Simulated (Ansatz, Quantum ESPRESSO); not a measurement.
This is a calculation of TaVN2 for Ansatz 0.2.0. The cell comes from a database or a generator and needn't be the stable form of this composition.

The input input.yaml:

```yaml
crystal:
  lattice:
    - [3.049867, 0.0, 0.0]
    - [0.0, 3.049867, 0.0]
    - [0.0, 0.0, 4.296062]
  atoms:
    - { symbol: Ta, position: [0.0, 0.0, 0.0] }
    - { symbol: V, position: [0.5, 0.5, 0.5], spin: 2.0 }
    - { symbol: "N", position: [0.5, 0.5, 0.0] }
    - { symbol: "N", position: [0.0, 0.0, 0.5] }
kpoints:
  mp_grid: { grid: [9, 9, 6] }
scf:
  occupations: { method: fermi_dirac, width: 0.05 }
hamiltonian:
  xc: pbesol
  pseudopotentials: { kind: all_electron, lapw: { basis_error: 0.001 } }
magnetization:
  spin_polarized: true
output:
  forces: true
  stress: true
  eigenvalues: true
  populations: true
```

Potentials or basis: all-electron LAPW, scalar-relativistic.

Run with:

```console
$ ansatz run input.yaml --threads 4 --pin off --max-ram 12288MiB --backend cpu --events-out ev --progress --plain --runs-dir out
```

Q: Set up the same calculation for Quantum ESPRESSO 7.5. Potentials or basis there: GBRV 1.5 PBEsol, cutoff 762 eV.

A: As run (cutoffs and basis follow the program's own potentials, and thresholds, step limits or extra output files can differ):

File pw.in:

```
&CONTROL
  calculation = 'scf'
  prefix = 'pwscf'
  outdir = './tmp'
  pseudo_dir = './pseudo'
  tprnfor = .true.
  tstress = .true.
  disk_io = 'low'
/
&SYSTEM
  ibrav = 0
  celldm(1) = 8
  nat = 4
  ntyp = 3
  ecutwfc = 56
  ecutrho = 448
  nbnd = 29
  occupations = 'smearing'
  smearing = 'fd'
  degauss = 0.00367493
  nspin = 2
  starting_magnetization(1) = 0
  starting_magnetization(2) = 0.1538
  starting_magnetization(3) = 0
/
&ELECTRONS
  conv_thr = 8d-10
  electron_maxstep = 120
  mixing_beta = 0.3
/
ATOMIC_SPECIES
Ta   180.9479 ta_pbesol_v1.uspp.F.UPF
V     50.9415 v_pbesol_v1.4.uspp.F.UPF
N     14.0070 n_pbesol_v1.2.uspp.F.UPF
CELL_PARAMETERS alat
  0.7204266683168   0.0000000000000   0.0000000000000
  0.0000000000000   0.7204266683168   0.0000000000000
  0.0000000000000   0.0000000000000   1.0147975743015
ATOMIC_POSITIONS crystal
Ta     0.0000000000    0.0000000000    0.0000000000
V      0.5000000000    0.5000000000    0.5000000000
N      0.5000000000    0.5000000000    0.0000000000
N      0.0000000000    0.0000000000    0.5000000000
K_POINTS automatic
9 9 6 0 0 0
```

File pp_density.in:

```
&INPUTPP
  prefix = 'pwscf'
  outdir = './tmp'
  filplot = 'density.dat'
  plot_num = 0
/
&PLOT
  nfile = 1
  filepp(1) = 'density.dat'
  iflag = 3
  output_format = 6
  fileout = 'density.cube'
/
```

File pp_potential.in:

```
&INPUTPP
  prefix = 'pwscf'
  outdir = './tmp'
  filplot = 'potential.dat'
  plot_num = 11
/
&PLOT
  nfile = 1
  filepp(1) = 'potential.dat'
  iflag = 3
  output_format = 6
  fileout = 'potential.cube'
/
```

File pp_spin.in:

```
&INPUTPP
  prefix = 'pwscf'
  outdir = './tmp'
  filplot = 'spin.dat'
  plot_num = 6
/
&PLOT
  nfile = 1
  filepp(1) = 'spin.dat'
  iflag = 3
  output_format = 6
  fileout = 'spin.cube'
/
```

Potentials or basis: GBRV 1.5 PBEsol.

Launch:

```console
$ OMP_NUM_THREADS=1 mpirun -n 2 pw.x -nk 2 -in pw.in > pw.out
$ OMP_NUM_THREADS=1 mpirun -n 1 pp.x -in pp_density.in > pp_density.out
$ OMP_NUM_THREADS=1 mpirun -n 1 pp.x -in pp_potential.in > pp_potential.out
$ OMP_NUM_THREADS=1 mpirun -n 1 pp.x -in pp_spin.in > pp_spin.out
```

Both were run:

|  | Ansatz | Quantum ESPRESSO |
| --- | --- | --- |
| Pressure | -11.1 GPa | -11.2 GPa |
| Net moment | 0.93 μB per cell | 0.90 μB per cell |
| Absolute moment | 1.05 μB per cell | 1.02 μB per cell |

Where Ansatz's input types no cutoff or centring, it takes its own default and a Γ-centred mesh.

The magnetic state is the one that the start led to; the real crystal's order can differ.

The cell lies far from this level's equilibrium.

Pressure is positive in compression.
